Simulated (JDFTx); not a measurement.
Input for a modified build of JDFTx (borohydride, BH4 (SMILES [BH4-]), charge -1, multiplicity 1; bohr and hartree). JDFTx counts charge in electrons: elec-initial-charge is the number of excess electrons.

```
lattice \
  20.7869873709 0.0000000000 0.0000000000 \
  0.0000000000 20.3145558397 0.0000000000 \
  0.0000000000 0.0000000000 20.7869873709
coords-type Cartesian
ion B 0.1001145265 -0.2573703257 -0.3839335970 0
ion H -0.1071086113 1.5828761931 -1.7848174120 0
ion H 1.8657075431 -1.5828761931 -1.1035649802 0
ion H -1.8657075431 -1.4923345040 -0.4328526760 0
ion H 0.5077751421 0.4636356908 1.7848174120 0
ion-species pseudo/b_pbe_v1.4.upf
ion-species pseudo/h_pbe_v1.4.upf
elec-cutoff 15 75
elec-ex-corr gga-PBE
symmetries none
coulomb-interaction Isolated
coulomb-truncation-embed 0 0 0
elec-n-bands 4
elec-initial-charge +1
electronic-minimize nIterations 150 energyDiffThreshold 1e-7
dump-name s0.$VAR
dump End State Ecomponents EigStats BandEigs Forces ElecDensity IonicPositions
```

The main set-up lines of the log and the final energy components:

```
unit cell volume = 8777.9
Chosen fftbox size, S = [  84  80  84  ]
unit cell volume = 8777.9
Chosen fftbox size, S = [  80  72  80  ]
  'B' pseudopotential, 'SLA  PW   PBX  PBC' functional
  3 valence electrons, 2 orbitals, 4 projectors, 781 radial grid points, with lMax = 1
  'H' pseudopotential, 'SLA  PW   PBX  PBC' functional
  1 valence electrons, 1 orbitals, 2 projectors, 615 radial grid points, with lMax = 0
Initialized 2 species with 5 total atoms.
Folded 1 k-points by 1x1x1 to 1 k-points.
nElectrons:   8.000000   nBands: 4   nStates: 1
average nbasis = 24347.000 , ideal nbasis = 24356.861
unit cell volume = 70223.2
Chosen fftbox size, S = [  168  160  168  ]
[...]
# Energy components:
   Eewald =        6.7504971219476797
       EH =       12.1598858290471998
     Eloc =      -25.4227931665245102
      Enl =        0.1575171739921835
      Exc =       -3.0554966760151032
 Exc_core =        0.3422879605530081
       KE =        3.8479331453912793
-------------------------------------
     Etot =       -5.2201686116082637


	eMin: -0.204846 at state 0 ( [ +0.000000 +0.000000 +0.000000 ] spin 0 )
	HOMO: -0.025959 at state 0 ( [ +0.000000 +0.000000 +0.000000 ] spin 0 )
```

The run took 11 electronic cycles; the highest occupied level lies at -0.71 eV from the vacuum level.
